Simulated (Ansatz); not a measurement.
MoS$_{2}$:
```yaml
crystal:
  lattice:
    - [3.12222, 0.00000, 0.00000]
    - [-1.56111, 2.70392, 0.00000]
    - [0.00000, 0.00000, 12.07786]
  atoms:
    - { symbol: Mo, position: [0.33333, 0.66667, 0.25000] }
    - { symbol: Mo, position: [0.66667, 0.33333, 0.75000] }
    - { symbol: S, position: [0.33333, 0.66667, 0.62132] }
    - { symbol: S, position: [0.66667, 0.33333, 0.12132] }
    - { symbol: S, position: [0.66667, 0.33333, 0.37868] }
    - { symbol: S, position: [0.33333, 0.66667, 0.87868] }
```

Relaxed with LDA.

Question: Decompose the optical modes at the zone centre into irreducible representations, and say which are infrared and Raman allowed.

Answer: Point group 6/mmm: Γ_opt = A1g + A2u + 2B1g + B2u + E1g + E1u + 2E2g + E2u. Infrared: A2u, E1u. Raman: A1g, E1g, E2g.

Question: Assign frequencies (DFPT, LDA in the plane-wave PAW code Ansatz; without the LO–TO term).

Answer: E2g 35, B1g 55, E2u 288, E1g 290, E2g 389, E1u 389, B2u 409, A1g 414, A2u 471, B1g 475 cm⁻¹.

Subscripts of B labels follow the axes of the standard setting.

Space group P6_3/mmc. The LDA relaxation kept the symmetry of its start; phonons on a q-mesh show no instability. The run is not spin-polarised. A crystal of weakly bound layers computed without a dispersion correction: the cell and the soft elastic constants depend strongly on that.

Potentials: the later of the program's two PAW sets.
